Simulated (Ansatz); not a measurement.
The elements of this relaxed trial crystal are hidden behind letters.

```
lattice vectors (Å)
  -2.9634    2.9634    2.9634
   2.9634   -2.9634    2.9634
   2.9634    2.9634   -2.9634
fractional positions
X 0.0000 0.5000 0.5000
X 0.5000 0.0000 0.5000
X 0.5000 0.5000 0.0000
Z 0.0000 0.0000 0.0000
```

All numbers below come from DFT PBE, scalar-relativistic, plane waves, PAW in Ansatz 0.2.0. Plane waves to 420 eV, a 12×12×12 mesh through Γ for the 4-atom cell and 0.10 eV Gaussian smearing; no spin polarisation.

- Space group: Im-3m (No. 229)
- Conventional cell: a = 5.927 Å
- Volume per atom: 26.02 Å³
- Density: 5.98 g/cm³
- Formation energy: −0.46 eV/atom
- Gap on the 12×12×12 mesh of the 4-atom cell: 0 eV (a metal)

Energies are uncorrected and count from the elements' standard states at the same level.

Question: X is a p-block element of period 5 and Z is a p-block element of period 2. Which elements are they?

Answer: X = Sn, Z = F, so the formula is Sn3F. Density times volume gives a mean mass of 5.98 × 26.02/1.6605 = 93.7 u per atom, and this set has 93.8 u. Sn is surrounded by 2 F at 2.96 Å and 4 Sn at 2.96 Å; around F lie 6 Sn at 2.96 Å (long contacts). Other sets within the hints have nearly the same mass, so mass alone doesn't settle it; this one was computed.

An odd number of electrons in the primitive cell allows no gap without spin; a larger cell or a magnetic state could open one. Symmetry constrained the relaxation, so the result can be a saddle point.
